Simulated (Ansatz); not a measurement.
A geometry of SiS2 away from equilibrium: the start of the relaxation of a generated cell, SiS2 placed in the AFLOW prototype A2B_oP12_62_2c_c (C25, as in HgCl2). Level of theory: r2SCAN (plane waves to 500 eV, PAW, scalar-relativistic; Ansatz, a quantum-chemistry and plane-wave program). Γ-centred k-mesh 3×6×8 on the run's cell, Fermi–Dirac smearing 0.05 eV.

```xyz
12
Lattice="10.2502 0.0000 0.0000 0.0000 4.7995 0.0000 0.0000 0.0000 3.4811" Properties=species:S:1:pos:R:3:forces:R:3 pbc="T T T" free_energy=-9790.902 pressure_GPa=55.6
Si     3.8336     3.5997     3.2966   -0.9339    0.0000   -1.0250
Si     8.9587     3.5997     1.9251   -0.9339    0.0000    1.0250
Si     6.4166     1.1999     0.1845    0.9339    0.0000    1.0250
Si     1.2915     1.1999     1.5561    0.9339    0.0000   -1.0250
S      2.3883     3.5997     2.1757   -5.6648    0.0000   -3.3442
S      7.5134     3.5997     3.0460   -5.6648    0.0000    3.3442
S      7.8619     1.1999     1.3054    5.6648    0.0000    3.3442
S      2.7368     1.1999     0.4351    5.6648    0.0000   -3.3442
S      0.0820     3.5997     0.7728    6.1519    0.0000   -5.6657
S      5.2071     3.5997     0.9678    6.1519    0.0000    5.6657
S     10.1682     1.1999     2.7083   -6.1519    0.0000    5.6657
S      5.0431     1.1999     2.5134   -6.1519    0.0000   -5.6657
```

Positions in Å, forces in eV/Å, free energy of the cell in eV (comparable only within this code, potentials and settings). Largest force: 8.36 eV/Å, on S9, S10, S11, S12 (atoms numbered as listed); the geometry lies 1.45 eV/atom above the end of its relaxation.

No spin polarisation in the result.

The run could not lose the symmetry of its start, so the end can be a saddle point.

The end of the path is a generated cell of SiS2: the first start was made by placing the elements on the sites of a structure type, and the end was not matched to a known phase here, so it may be hypothetical.
